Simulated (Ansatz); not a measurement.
Consider the following.

Starting cell, Mg (hcp, Mg type):

```
CELL_PARAMETERS angstrom
      6.37233     0.00000     0.00000
     -1.59308     2.75930     0.00000
      0.00000     0.00000     5.22349
ATOMIC_POSITIONS crystal
  Mg 0.16667 0.66667 0.75000
  Mg 0.66667 0.66667 0.75000
  Mg 0.33333 0.33333 0.25000
  Mg 0.83333 0.33333 0.25000
```

The atoms are displaced by Q × the pattern below (from a DFPT mode at M = (0.5, 0.0, 0.0), largest move 1; Q in Å), at fixed cell. It is one choice among 2 degenerate patterns. (q is in reciprocal vectors of the primitive cell; the cell shown is doubled to hold the pattern.)

| atom | x | y | z |
|---|---|---|---|
| Mg1 | 0.000 | 0.000 | -1.000 |
| Mg2 | 0.000 | 0.000 | 1.000 |
| Mg3 | 0.000 | 0.000 | -1.000 |
| Mg4 | 0.000 | 0.000 | 1.000 |

Method: PBE (plane waves to 420 eV, PAW, scalar-relativistic; Ansatz, a quantum-chemistry and plane-wave program). k mesh 17×17×9 (Γ-centred), Fermi-Dirac smearing 0.05 eV. Energies are smeared free energies. With partly filled bands, energies and forces of such displacements shift with the k mesh and the smearing. Mg was relaxed with its symmetry unable to fall. The PAW data are Ansatz's earlier set. ΔE is measured from the undisplaced structure.

The scan covers Q from -0.280 to 0.280 Å in 13 points.

Q: Which space group does the distorted structure have?

A: Pnnm (No. 58), lowered from P6_3/mmc.

Q: What is the energy change at Q = 0.280 Å?

A: 270 meV/cell.

Q: What harmonic wavenumber does the curvature at Q = 0 give?

A: 127 cm⁻¹.

(A displaced cell: forces are minus the slopes of the energy, force constants its curvatures, and phonons follow from these.)
